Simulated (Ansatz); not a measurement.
A thin piezoelectric film on a fast substrate raises the frequency that a given finger pitch reaches and keeps the wave at the surface.

The yardstick is diamond. Isotropic (polycrystal) averages. Wavelength 0.8 μm (twice a pitch of 0.4 μm); target 5 GHz. All rows have a gap at this level.

Computed with Ansatz, a plane-wave PAW program. v_l, v_t: r²SCAN, elastic tensor, Hill average; density: r²SCAN, relaxed cell.

Runs started from generated or typed cells of the structure named: diamond. Of the phases: diamond is metastable against graphite at zero pressure. Spin–orbit coupling is left out unless named.

| crystal | v_l (km/s) | v_t (km/s) | density (g/cm³) |
|---|---|---|---|
| LiNbO3 | 6.66 | 3.80 | 4.64 |
| KZnF3 (cubic perovskite) | 5.83 | 3.14 | 4.05 |
| diamond, reference | 18.29 | 12.46 | 3.54 |
| monoclinic HfO2 | 5.84 | 3.20 | 10.10 |

Working rules: ν = (v_l² − 2v_t²)/(2(v_l² − v_t²)); v_R ≈ v_t (0.87 + 1.12ν)/(1 + ν); f = v_R/wavelength; pitch = v_R/2f.

Problem. Work out Poisson ratio, Rayleigh speed, frequency and pitch for the target for LiNbO3.

Solution. 
- ν = (6.66² − 2 × 3.80²)/(2 × (6.66² − 3.80²)) = 0.259
- v_R = 3.80 × (0.87 + 1.12 × 0.259)/(1 + 0.259) = 3.501 km/s
- f = 3.501/0.8 = 4.38 GHz
- pitch for the target: 500 × 3.501/5 = 350 nm

Problem. Which order results for Rayleigh speed (highest first)?

Solution. The same steps for every row:

| crystal | Poisson ratio | Rayleigh speed (km/s) | frequency (GHz) | pitch for the target (nm) |
|---|---|---|---|---|
| LiNbO3 | 0.259 | 3.501 | 4.38 | 350 |
| KZnF3 (cubic perovskite) | 0.296 | 2.911 | 3.64 | 291 |
| diamond, reference | 0.067 | 11.036 | 13.80 | 1100 |
| monoclinic HfO2 | 0.285 | 2.961 | 3.70 | 296 |

By Rayleigh speed (highest first): diamond (11.036 ± 0.41), LiNbO3 (3.501 ± 0.14), monoclinic HfO2 (2.961 ± 0.12) ≈ KZnF3 (2.911 ± 0.12). The ± follows from allowances picked for this note (v_l 3 %, v_t 3 %, 3 % for the model), carried to first order and added in quadrature; ≈ joins neighbours closer than their two ± added in quadrature. 0 of the 3 others clearly beat the reference on this figure.

Single-crystal speeds depend on cut and direction, and the film changes the speed. Where several phases of a formula are at hand, those over 0.1 eV/atom above the lowest were not drawn (by r²SCAN where it compared them, else by the largest value; a layered or molecular lowest phase counts only with a dispersion term); other phases could lie lower still. The rows are a sample of crystals with v_t over 3 km/s, picked without regard to agreement with measurement. Limits of the draw: gap over 0.3 eV, v_l over 1.45 v_t, v_t over 3 km/s; for moduli and speeds, an anisotropy index under 2.5, no layered crystals; no unfamiliar magnets, and cubic perovskites only if shown or known to be stable. As a rule kept out of such tables: 4f compounds, open-shell compounds run without a Hubbard term, cells found unstable in the tests at hand, cells close to a higher symmetry, and runs set to a pressure or over 12 % in volume from the crystal's fullest run.
